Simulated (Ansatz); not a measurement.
KMgF3:
```xyz
5
Lattice="3.9913 0.0000 0.0000 0.0000 3.9913 0.0000 0.0000 0.0000 3.9913" Properties=species:S:1:pos:R:3 pbc="T T T"
K      1.9956     1.9956     1.9956
Mg     0.0000     0.0000     0.0000
F      0.0000     1.9956     0.0000
F      1.9956     0.0000     0.0000
F      0.0000     0.0000     1.9956
```

Relaxed with PBEsol. Special points in fractions of this cell's reciprocal vectors: Γ (0.000, 0.000, 0.000); X (0.000, 0.500, 0.000); M (0.500, 0.500, 0.000); R (0.500, 0.500, 0.500).

Q: List the band energies nearest the valence-band maximum at these points for PBEsol in the plane-wave PAW code Ansatz.

A: In eV from the valence-band maximum; about four levels below and three above (degenerate sets whole), none deeper than 8.9 eV; points with the same levels are listed once.

```
k                                below                    above
-  -----------------------------------  -----------------------
Γ  -0.63 -0.63 -0.63 -0.32 -0.32 -0.32           7.12 9.95 9.95
X              -0.87 -0.87 -0.53 -0.53         9.94 10.26 11.00
M        -1.05 -1.05 -0.90 -0.90 -0.02  10.79 11.56 12.42 12.42
R           -1.11 -1.11 0.00 0.00 0.00        10.31 10.31 10.31
```

Space group Pm-3m (cubic perovskite). The PBEsol relaxation kept the symmetry of its start; phonons on a q-mesh show no instability.

Potentials: the later of the program's two PAW sets.
